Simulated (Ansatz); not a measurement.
HfC (zinc blende, F-43m) at seven volumes, plane-wave PAW PBEsol (Ansatz code), scaled uniformly. One row is withheld.

| V (Å³/atom) | P (GPa) |
|---|---|
| 14.185 | 18.12 |
| 14.652 | ? |
| 15.120 | 5.21 |
| 15.588 | -0.01 |
| 16.055 | -4.58 |
| 16.523 | -8.58 |
| 16.990 | -12.05 |

Fit the shown pressures and predict the withheld one.

Third-order Birch–Murnaghan: P = (3/2)B₀(x^(7/2) − x^(5/2))[1 + (3/4)(B′ − 4)(x − 1)] with x = (V₀/V)^(2/3). Least squares on the six rows gives V₀ = 15.586 Å³/atom, B₀ = 162.9 GPa, B′ = 3.54. At V = 14.652, x = 1.0421 and P = 11.23 GPa. The run itself gave 11.20 GPa.

The start of the workflow was typed in or built on a structure type; neither database checked (COD, Materials Project) lists it. It is not the phase usual at ambient conditions (space group No. 225). The PBEsol relaxation kept the symmetry of its start; whether a distortion lowers the energy is not shown. The run is not spin-polarised. Scalar-relativistic: spin–orbit coupling is off unless named, which matters more the heavier the elements.

Potentials: the earlier of the program's two PAW sets. The files were generated under PBE; for other functionals the program regenerates the frozen cores, and for LDA and PBEsol the local potential too.
